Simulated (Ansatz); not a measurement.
Input:

ZnO:
```xyz
8
Lattice="3.1803 0.0000 0.0000 -1.5901 2.7542 0.0000 0.0000 0.0000 10.3403" Properties=species:S:1:pos:R:3 pbc="T T T"
Zn     0.0000     0.0000     0.0060
Zn     0.0000     0.0000     5.1761
Zn     1.5901     0.9181     7.7604
Zn     0.0000     1.8361     2.5903
O      0.0000     0.0000     8.3980
O      0.0000     0.0000     3.2278
O      1.5901     0.9181     5.8153
O      0.0000     1.8361     0.6452
```

This is the LDA-relaxed structure. Cartesian axes are those of the cell as given.

All from the program Ansatz at the LDA level (PAW), unless another level is named. Predict the Hill bulk and shear moduli.

161 and 42.3 GPa.

Predict the zero-point energy.

60.3 meV/atom.

And the elastic constants (relaxed ions, GPa)?

C11 = 222, C12 = 142, C13 = 120, C33 = 246, C44 = 36.8.

Space group P6_3mc. The cell is a constructed one: a structure type filled with these elements. Its sites differ from those of the usual phase in this space group: another stacking or structure type. The cell was relaxed with LDA under the symmetry of its start; whether a distortion lowers the energy is not shown.

Potentials: the later of the program's two PAW sets.
